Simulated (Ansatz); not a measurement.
Data:

CdS:
```cif
data_CdS
_chemical_formula_sum 'S1 Cd1'
_space_group_name_H-M_alt 'P 1'
_space_group_IT_number 1
_cell_length_a 4.11844
_cell_length_b 4.11844
_cell_length_c 4.11844
_cell_angle_alpha 60.000
_cell_angle_beta 60.000
_cell_angle_gamma 60.000
loop_
_space_group_symop_operation_xyz
  'x, y, z'
loop_
_atom_site_label
_atom_site_type_symbol
_atom_site_fract_x
_atom_site_fract_y
_atom_site_fract_z
_atom_site_occupancy
S1 S 0.75000 0.75000 0.75000 1
Cd1 Cd 0.00000 0.00000 0.00000 1
```

This is the PBEsol-relaxed structure.

Task: All from plane-wave PAW PBEsol (Ansatz code), unless another level is named. Give the Hill bulk and shear moduli.

Result: 61.5 and 17.7 GPa.

Task: Give the elastic constants (relaxed ions, GPa).

Result: C11 = 74.4, C12 = 55.0, C44 = 26.3.

Space group F-43m (zinc blende). The PBEsol relaxation kept the symmetry of its start.

Potentials: the later of the program's two PAW sets.
